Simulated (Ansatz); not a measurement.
K2S:
```
CELL_PARAMETERS angstrom
      0.00000     3.73106     3.73106
      3.73106     0.00000     3.73106
      3.73106     3.73106     0.00000
ATOMIC_POSITIONS crystal
  K  0.25000 0.25000 0.25000
  K  0.75000 0.75000 0.75000
  S  0.00000 0.00000 0.00000
```

Relaxed with PBE. Special points in fractions of this cell's reciprocal vectors: Γ (0.000, 0.000, 0.000); X (0.500, 0.000, 0.500); U (0.625, 0.250, 0.625); K (0.375, 0.375, 0.750); L (0.500, 0.500, 0.500); W (0.500, 0.250, 0.750).

Problem. List the band energies nearest the valence-band maximum at these points for plane-wave PAW PBE (Ansatz code).

Solution. In eV from the valence-band maximum; about four levels below and three above (degenerate sets whole), none deeper than 8.9 eV; points with the same levels are listed once.

| k | below | above |
|---|---|---|
| Γ | -0.18 -0.18 -0.18 | 2.32 5.46 5.46 |
| X | -0.72 0.00 0.00 | 3.50 5.24 6.47 |
| U | -0.53 -0.20 -0.01 | 3.73 5.39 6.21 |
| L | -0.60 -0.06 -0.06 | 4.67 4.91 5.78 5.78 |
| W | -0.37 -0.37 -0.02 | 3.71 5.70 5.70 |

Space group Fm-3m (anti-fluorite). The cell was relaxed with PBE under the symmetry of its start; phonons on a q-mesh show no instability.

Potentials: the later of the program's two PAW sets.
